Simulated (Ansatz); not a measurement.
# KMgF₃, a database entry at a rescaled volume

```
K Mg F
1.0
     3.95105    0.00000    0.00000
     0.00000    3.95105    0.00000
     0.00000    0.00000    3.95105
K Mg F
1 1 3
Cartesian
  1.9755 1.9755 1.9755
  0.0000 0.0000 0.0000
  1.9755 0.0000 0.0000
  0.0000 1.9755 0.0000
  0.0000 0.0000 1.9755
```

Method: r2SCAN, no spin polarisation; PAW, plane waves to 500 eV, 7×7×7 Γ-centred mesh, fermi-dirac occupations (width 0.0183 eV) (Ansatz 0.2.0), atoms fixed.

(1) What does the stress say?

(2) Metal or insulator? Give the gap.

(3) Is it stable against the elements?

(4) How is the charge shared?

(5) What is the character of the valence top and the conduction bottom?

(6) What do density and ELF say about some of the short contacts?

Origin: a database entry at a rescaled volume.

## Answers

(1) The pressure is 1.9 GPa (compression positive), so with the atoms held at these fractions the cell would first expand.

(2) The gap is 8.48 eV, indirect (the least direct gap found is 8.79 eV). A semilocal functional usually gives too small a gap.

(3) -3.58 eV an atom against the elements' usual phases (free molecules for gases, crystals otherwise, with no correction for O₂ or N₂), so it is bound against them; other compounds may still compete. Relaxing would lower it.

(4) Bader charges in e: K +0.89, Mg +1.79, F -0.89. In the mean Mg gives up most and F takes most.

(5) Within 0.7 eV of the edges, the states project mainly on F p (99 %) below the gap and on K s (54 %), F s (20 %) and Mg s (20 %) above it.

(6) Mg–F at 1.98 Å: least valence density 0.29 e/Å³ and ELF 0.04 there, a closed-shell (ionic or weak) contact. K–F at 2.79 Å: least valence density 0.09 e/Å³ and ELF 0.02 there, a closed-shell (ionic or weak) contact. These are pseudo-fields; inside the PAW spheres they differ from the all-electron ones.
